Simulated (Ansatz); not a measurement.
**LiTiVO₅ — ⁴⁷Ti NMR of the central transition**

Cell: a Materials Project structure (computed, not necessarily an observed phase), taken as it stands.

Space group Cmme (No. 67); a = 9.2876, b = 9.5618, c = 4.6007 Å.

```
site  Wyckoff  site symmetry       x       y       z
  Li       4e          .2/m.  0.2500  0.7500  0.0000
  Ti       4b            222  0.2500  0.0000  0.5000
   V       4g            mm2  0.5000  0.7500  0.6219
  O7      16o              1  0.1413  0.8837  0.2720
  O8       4g            mm2  0.5000  0.7500  0.2648
```

One atom of each set is listed; the run and its k-mesh use a cell of 16 atoms with edges of 6.66, 6.66, 4.60 Å.

Computed with Ansatz: DFT, PBE, plane waves and PAW, scalar-relativistic, 420 eV cutoff, Γ-centred 3×3×5 k-points, Fermi–Dirac smearing 0.02 eV.

⁴⁷Ti has I = 5/2 and Q = 302.0 mb (Pyykkö 2018); at 21.1 T its Larmor frequency is ν₀ = 50.7 MHz. Only the quadrupole interaction is simulated: positions count from each site's isotropic chemical shift, and shift anisotropy, dipolar and J coupling are left out.

Simulated pattern of one Ti site (static powder, Gaussian broadening 20 kHz):

(offset (kHz), height): (-381.7, 0), (-362.4, 5), (-343.0, 37), (-323.7, 54), (-304.4, 58), (-285.0, 62), (-265.7, 68), (-246.3, 79), (-227.0, 100), (-207.6, 96), (-188.3, 76), (-168.9, 67), (-149.6, 62), (-130.3, 59), (-110.9, 56), (-91.6, 55), (-72.2, 54), (-52.9, 53), (-33.5, 53), (-14.2, 53), (5.1, 46), (24.5, 43), (43.8, 45), (63.2, 48), (82.5, 54), (101.9, 63), (121.2, 86), (140.6, 98), (159.9, 65), (179.2, 38), (198.6, 5), (217.9, 0)

Task: Which |C_Q| and η does the pattern imply?

Result: The pattern spans 534 kHz before broadening and its centre of gravity is at -86.6 kHz, which fixes P_Q; the places of the horns and steps fix η. That gives P_Q = 27.1 MHz, |C_Q| = 26.8 MHz and η = 0.23. The sign of C_Q can't be read from the pattern.

The largest force is 1.1 eV/Å, so the atoms aren't at the calculated equilibrium and relaxing them would move these values.

Hardware: 1 thread of Arm Neoverse V2 (aarch64; 8 cores open to the job, memory cap 2.5 GiB, no GPU), a shared host with a load of 0.5 a core. Wall time 19 s, CPU time 19 s, peak memory 0.59 GiB.
